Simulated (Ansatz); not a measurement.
Input:

SnSe:
```
CELL_PARAMETERS angstrom
      0.00000     3.33232     3.33232
      3.33232     0.00000     3.33232
      3.33232     3.33232     0.00000
ATOMIC_POSITIONS crystal
  Se 0.25000 0.25000 0.25000
  Sn 0.00000 0.00000 0.00000
```

This is the PBEsol-relaxed structure.

### Question
All from plane-wave PAW PBEsol (Ansatz code), unless another level is named. Give the highest zone-centre frequency.

### Answer
118 cm⁻¹.

### Question
Give the bulk modulus (Birch–Murnaghan fit).

### Answer
31.9 GPa.

### Question
What about the elastic constants (relaxed ions, GPa)?

### Answer
C11 = 29.3, C12 = 32.8, C44 = -13.1.

Space group F-43m (zinc blende). The start of the workflow was typed in or built on a structure type; neither database checked (COD, Materials Project) lists it. It is not the phase usual at ambient conditions (space group No. 62). The PBEsol relaxation kept the symmetry of its start. At this level the phase is mechanically unstable. As this level gives no gap, shear constants depend on the k-mesh and smearing (Fermi–Dirac, 0.1 eV here). As this level gives no gap, phonon frequencies hold no LO–TO term and depend on the k-mesh and smearing (Fermi–Dirac, 0.1 eV here). Spin–orbit coupling is left out wherever it is not named.

Potentials: the earlier of the program's two PAW sets. The files were generated under PBE; for other functionals the program regenerates the frozen cores, and for LDA and PBEsol the local potential too.
